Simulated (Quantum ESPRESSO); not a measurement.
## NbTi2O5F3 (finding a planted mistake in a log)

A calculation, not a measurement. The program is pw.x of Quantum ESPRESSO 7.5 (plane-wave density functional theory). The cell is made up: 11 atoms on a fluorite lattice with one site empty, with randomly drawn elements, strain and displacements, not relaxed. PseudoDojo standard norm-conserving files (v0.5 for PBE, v0.4.1 for LDA and PBEsol) set the functional; there is no spin polarisation, spin-orbit coupling or dispersion term, and the masses in the input are unused placeholders.

Intended input:

```
&control calculation='scf', pseudo_dir='./dojo.nc.sr.pbe.v0_5.standard.upf', outdir='./o', disk_io='low', tprnfor=.true., tstress=.true. /
&system ibrav=0, nat=11, ntyp=4, nbnd=50, ecutwfc=84.00895049, nosym=.true., tot_charge=0,
 occupations='smearing', smearing='fd', degauss=0.0018374661
/
&electrons conv_thr=7.350e-09, electron_maxstep=60, /
ATOMIC_SPECIES
F 1.0 F.upf
Nb 1.0 Nb.upf
O 1.0 O.upf
Ti 1.0 Ti.upf
CELL_PARAMETERS angstrom
4.8453 0.0 0.0
0.0 4.8453 0.0
0.0 0.0 4.8453
ATOMIC_POSITIONS angstrom
Nb 0.0304 2.481 2.4149
Ti 2.5371 0.0341 2.3347
Ti 2.3458 2.2785 0.0345
O 1.2155 1.1887 1.2402
O 1.2804 1.2189 3.6178
F 1.2141 3.6642 1.1266
F 1.254 3.6864 3.5638
O 3.6919 1.2427 1.3047
O 3.7147 1.1425 3.6118
O 3.6644 3.6268 1.2256
F 3.6679 3.623 3.6451
K_POINTS automatic
5 5 5 1 1 1
```

The log is shortened where brackets say so; the opening notice, blank lines, dates and the lines on written files are dropped, and the path of the files is cut. It prints rydbergs, bohrs and kilobars, and counts compression as positive stress. Where no state is partly filled, the Fermi energy that it prints is only some level between the filled and the empty states on the mesh, and need not lie in the true gap.

Log of the intended run:

```
     Program PWSCF v.7.5
     Parallel version (MPI & OpenMP), running on       4 processor cores
     Number of MPI processes:                 4
     Threads/MPI process:                     1
     [start-up lines left out]
     bravais-lattice index     =            0
     lattice parameter (alat)  =       9.1563  a.u.
     unit-cell volume          =     767.6418 (a.u.)^3
     number of atoms/cell      =           11
     number of atomic types    =            4
     number of electrons       =        88.00
     number of Kohn-Sham states=           50
     kinetic-energy cutoff     =      84.0090  Ry
     charge density cutoff     =     336.0358  Ry
     scf convergence threshold =      7.3E-09
     mixing beta               =       0.7000
     number of iterations used =            8  plain     mixing
     Exchange-correlation= PBE
                           (   1   4   3   4   0   0   0)
     [axes and pseudopotential details left out]
   Cartesian axes
     site n.     atom                  positions (alat units)
         1        Nb     tau(   1) = (   0.0062741   0.5120426   0.4984005  )
         2        Ti     tau(   2) = (   0.5236208   0.0070377   0.4818484  )
         3        Ti     tau(   3) = (   0.4841393   0.4702495   0.0071203  )
         4        O      tau(   4) = (   0.2508617   0.2453305   0.2559594  )
         5        O      tau(   5) = (   0.2642561   0.2515634   0.7466617  )
         6        F      tau(   6) = (   0.2505727   0.7562380   0.2325140  )
         7        F      tau(   7) = (   0.2588075   0.7608198   0.7355169  )
         8        O      tau(   8) = (   0.7619549   0.2564753   0.2692713  )
         9        O      tau(   9) = (   0.7666605   0.2357955   0.7454234  )
        10        O      tau(  10) = (   0.7562793   0.7485192   0.2529462  )
        11        F      tau(  11) = (   0.7570016   0.7477349   0.7522960  )
     number of k points=    63  Fermi-Dirac smearing, width (Ry)=  0.0018
                       cart. coord. in units 2pi/alat
        k(    1) = (   0.1000000   0.1000000   0.1000000), wk =   0.0320000
        k(    2) = (   0.1000000   0.1000000   0.3000000), wk =   0.0320000
     [further k points left out]
     Dense  grid:    79885 G-vectors     FFT dimensions: (  54,  54,  54)
     Estimated max dynamical RAM per process >     241.80 MB
     Estimated total dynamical RAM >     908.70 MB
     Initial potential from superposition of free atoms
     starting charge      87.9945, renormalised to      88.0000
     Starting wfcs are   62 randomized atomic wfcs
     total cpu time spent up to now is        4.7 secs
     per-process dynamical memory:   192.1 Mb
     Self-consistent Calculation
     iteration #  1     ecut=    84.01 Ry     beta= 0.70
     Davidson diagonalization with overlap
     ethr =  1.00E-02,  avg # of iterations =  2.0
     total cpu time spent up to now is       15.9 secs
     total energy              =    -672.78536528 Ry
     estimated scf accuracy    <       5.82670014 Ry
     iteration #  2     ecut=    84.01 Ry     beta= 0.70
     Davidson diagonalization with overlap
     ethr =  6.62E-03,  avg # of iterations =  9.0
     total cpu time spent up to now is       32.7 secs
     total energy              =    -664.60557476 Ry
     estimated scf accuracy    <      95.43757995 Ry
     [iterations 3 to 21 left out]
     iteration # 22     ecut=    84.01 Ry     beta= 0.70
     Davidson diagonalization with overlap
     ethr =  1.47E-11,  avg # of iterations =  5.8
     total cpu time spent up to now is      193.1 secs
     total energy              =    -676.04519568 Ry
     estimated scf accuracy    <          8.1E-09 Ry
     iteration # 23     ecut=    84.01 Ry     beta= 0.70
     Davidson diagonalization with overlap
     ethr =  9.25E-12,  avg # of iterations =  1.0
     total cpu time spent up to now is      198.8 secs
     End of self-consistent calculation
     [lines on levels left out]
     the Fermi energy is    10.5176 ev
!    total energy              =    -676.04519567 Ry
     estimated scf accuracy    <          4.3E-09 Ry
     smearing contrib. (-TS)   =      -0.00000000 Ry
     internal energy E=F+TS    =    -676.04519567 Ry
     The total energy is F=E-TS. E is the sum of the following terms:
     one-electron contribution =    -209.79079119 Ry
     hartree contribution      =     154.03691184 Ry
     xc contribution           =    -135.76284367 Ry
     ewald contribution        =    -484.52847266 Ry
     convergence has been achieved in  23 iterations
     Forces acting on atoms (cartesian axes, Ry/au):
     atom    1 type  2   force =    -0.10836138   -0.19283775   -0.04223003
     atom    2 type  4   force =     0.08173058    0.15266508   -0.02066324
     atom    3 type  4   force =     0.04419603   -0.14519205    0.00733984
     atom    4 type  3   force =     0.05070560    0.06378718    0.00977768
     atom    5 type  3   force =     0.03870904    0.08302395    0.00700449
     atom    6 type  1   force =     0.01754607   -0.01323617   -0.00027584
     atom    7 type  1   force =     0.01589065   -0.00584888   -0.00059319
     atom    8 type  3   force =    -0.05977345    0.01992709   -0.02528134
     atom    9 type  3   force =    -0.03148884    0.06303206   -0.00942078
     atom   10 type  3   force =    -0.03297701   -0.01548437    0.06145906
     atom   11 type  1   force =    -0.01617730   -0.00983614    0.01288336
     Total force =     0.368036     Total SCF correction =     0.000158
     Computing stress (Cartesian axis) and pressure
          total   stress  (Ry/bohr**3)                   (kbar)     P=       -1.67
  -0.00005675   0.00016391  -0.00015995           -8.35       24.11      -23.53
   0.00016391  -0.00009763  -0.00008508           24.11      -14.36      -12.52
  -0.00015995  -0.00008508   0.00012025          -23.53      -12.52       17.69
     init_run     :      4.42s CPU      4.65s WALL (       1 calls)
     electrons    :    192.93s CPU    194.05s WALL (       1 calls)
     forces       :      1.42s CPU      1.43s WALL (       1 calls)
     stress       :      4.62s CPU      4.63s WALL (       1 calls)
     [timing details left out]
     PWSCF        :   3m23.53s CPU   3m24.94s WALL
     JOB DONE.
```

A second run was made from an input with one planted mistake. Its log:

```
     Program PWSCF v.7.5
     Parallel version (MPI & OpenMP), running on       4 processor cores
     Number of MPI processes:                 4
     Threads/MPI process:                     1
     [start-up lines left out]
     bravais-lattice index     =            0
     lattice parameter (alat)  =       9.1563  a.u.
     unit-cell volume          =     767.6418 (a.u.)^3
     number of atoms/cell      =           11
     number of atomic types    =            4
     number of electrons       =        88.00
     number of Kohn-Sham states=           50
     kinetic-energy cutoff     =      84.0090  Ry
     charge density cutoff     =     336.0358  Ry
     scf convergence threshold =      7.3E-09
     mixing beta               =       0.7000
     number of iterations used =            8  plain     mixing
     Exchange-correlation= PBE
                           (   1   4   3   4   0   0   0)
     [axes and pseudopotential details left out]
   Cartesian axes
     site n.     atom                  positions (alat units)
         1        Nb     tau(   1) = (   0.0062741   0.5120426   0.4984005  )
         2        Ti     tau(   2) = (   0.5236208   0.0070377   0.4818484  )
         3        Ti     tau(   3) = (   0.4841393   0.4702495   0.0071203  )
         4        O      tau(   4) = (   0.2508617   0.2453305   0.2559594  )
         5        O      tau(   5) = (   0.2642561   0.2515634   0.7466617  )
         6        F      tau(   6) = (   0.2505727   0.7562380   0.2325140  )
         7        F      tau(   7) = (   0.2588075   0.7608198   0.7355169  )
         8        O      tau(   8) = (   0.7619549   0.2564753   0.2692713  )
         9        O      tau(   9) = (   0.7666605   0.2357955   0.7454234  )
        10        O      tau(  10) = (   0.7562793   0.7485192   0.2529462  )
        11        F      tau(  11) = (   0.7570016   0.7477349   0.7522960  )
     number of k points=     4  Fermi-Dirac smearing, width (Ry)=  0.0018
                       cart. coord. in units 2pi/alat
        k(    1) = (   0.2500000   0.2500000   0.2500000), wk =   0.5000000
        k(    2) = (   0.2500000   0.2500000  -0.2500000), wk =   0.5000000
     [further k points left out]
     Dense  grid:    79885 G-vectors     FFT dimensions: (  54,  54,  54)
     Estimated max dynamical RAM per process >     119.95 MB
     Estimated total dynamical RAM >     421.29 MB
     Initial potential from superposition of free atoms
     starting charge      87.9945, renormalised to      88.0000
     Starting wfcs are   62 randomized atomic wfcs
     total cpu time spent up to now is        1.1 secs
     per-process dynamical memory:    72.0 Mb
     Self-consistent Calculation
     iteration #  1     ecut=    84.01 Ry     beta= 0.70
     Davidson diagonalization with overlap
     ethr =  1.00E-02,  avg # of iterations =  2.0
     total cpu time spent up to now is        1.5 secs
     total energy              =    -672.80087200 Ry
     estimated scf accuracy    <       5.81092024 Ry
     iteration #  2     ecut=    84.01 Ry     beta= 0.70
     Davidson diagonalization with overlap
     ethr =  6.60E-03,  avg # of iterations =  9.2
     total cpu time spent up to now is        2.4 secs
     total energy              =    -664.46827676 Ry
     estimated scf accuracy    <      96.53612620 Ry
     [iterations 3 to 25 left out]
     iteration # 26     ecut=    84.01 Ry     beta= 0.70
     Davidson diagonalization with overlap
     ethr =  1.35E-11,  avg # of iterations =  1.2
     total cpu time spent up to now is       15.3 secs
     total energy              =    -676.06371152 Ry
     estimated scf accuracy    <       0.00000002 Ry
     iteration # 27     ecut=    84.01 Ry     beta= 0.70
     Davidson diagonalization with overlap
     ethr =  1.35E-11,  avg # of iterations =  2.2
     total cpu time spent up to now is       15.7 secs
     End of self-consistent calculation
     [lines on levels left out]
     the Fermi energy is    10.3694 ev
!    total energy              =    -676.06371152 Ry
     estimated scf accuracy    <          5.1E-09 Ry
     smearing contrib. (-TS)   =      -0.00000000 Ry
     internal energy E=F+TS    =    -676.06371152 Ry
     The total energy is F=E-TS. E is the sum of the following terms:
     one-electron contribution =    -209.76163587 Ry
     hartree contribution      =     153.96326663 Ry
     xc contribution           =    -135.73686963 Ry
     ewald contribution        =    -484.52847266 Ry
     convergence has been achieved in  27 iterations
     Forces acting on atoms (cartesian axes, Ry/au):
     atom    1 type  2   force =    -0.10592157   -0.19368650   -0.03997788
     atom    2 type  4   force =     0.07880397    0.14883561   -0.01777749
     atom    3 type  4   force =     0.04878348   -0.14154333    0.00568808
     atom    4 type  3   force =     0.05101929    0.06478280    0.00933096
     atom    5 type  3   force =     0.03713030    0.08008652    0.00388722
     atom    6 type  1   force =     0.01768109   -0.01319094    0.00167299
     atom    7 type  1   force =     0.01691840   -0.00625329   -0.00068409
     atom    8 type  3   force =    -0.05997603    0.01924094   -0.02660723
     atom    9 type  3   force =    -0.03296232    0.06537957   -0.00766443
     atom   10 type  3   force =    -0.03486023   -0.01432215    0.05997388
     atom   11 type  1   force =    -0.01661637   -0.00932923    0.01215798
     Total force =     0.364129     Total SCF correction =     0.000153
     Computing stress (Cartesian axis) and pressure
          total   stress  (Ry/bohr**3)                   (kbar)     P=       -8.21
  -0.00008669   0.00016342  -0.00014801          -12.75       24.04      -21.77
   0.00016342  -0.00014793  -0.00008520           24.04      -21.76      -12.53
  -0.00014801  -0.00008520   0.00006710          -21.77      -12.53        9.87
     init_run     :      0.97s CPU      1.00s WALL (       1 calls)
     electrons    :     14.56s CPU     14.65s WALL (       1 calls)
     forces       :      0.20s CPU      0.20s WALL (       1 calls)
     stress       :      0.38s CPU      0.38s WALL (       1 calls)
     [timing details left out]
     PWSCF        :     16.21s CPU     16.35s WALL
     JOB DONE.
```

Question: what was wrong in the second input?

Answer: the k-point mesh is too coarse. The input lines that differ, file-writing options aside:

```
- 5 5 5 1 1 1
+ 2 2 2 1 1 1
```

```
                                            intended run  run with the mistake
                          free energy (eV)     -9198.063             -9198.315
                    smearing term -TS (eV)        0.0000                0.0000
                            pressure (GPa)         -0.17                 -0.82
            largest force component (eV/Å)         4.958                 4.980
largest change of a force component (eV/Å)                               0.118
                                iterations            23                    27
```

For scale, a rerun of the intended cell at a cutoff of 1467 eV and k mesh 7 x 7 x 7 moved values by no more than 0.003 eV in energy, 0.05 GPa in stress and 0.003 eV/Å in force.